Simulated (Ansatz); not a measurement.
Relaxed-ion elastic tensor of Au (diamond, space group No. 227) in GPa (Voigt order), r²SCAN (plane waves, PAW; program Ansatz); density 11.65 g/cm³, 28.07 Å³ per atom.

```
55.4  67.9  67.9   0.0   0.0   0.0
67.9  55.4  67.9   0.0   0.0   0.0
67.9  67.9  55.4   0.0   0.0   0.0
 0.0   0.0   0.0  -9.4   0.0   0.0
 0.0   0.0   0.0   0.0  -9.4   0.0
 0.0   0.0   0.0   0.0   0.0  -9.4
```

Q: Is the crystal mechanically stable?

A: No: the smallest eigenvalue of C is -12.5 GPa.

Space group Fd-3m (diamond). The start of the workflow was typed in or built on a structure type; neither database checked (COD, Materials Project) lists it. It is not the phase usual at ambient conditions (space group No. 225). Symmetry was held in the r²SCAN relaxation. At this level the phase is mechanically unstable. As this level gives no gap, shear constants depend on the k-mesh and smearing (Fermi–Dirac, 0.1 eV here). Scalar-relativistic: spin–orbit coupling is off unless named, which matters more the heavier the elements.

Potentials: the earlier of the program's two PAW sets.
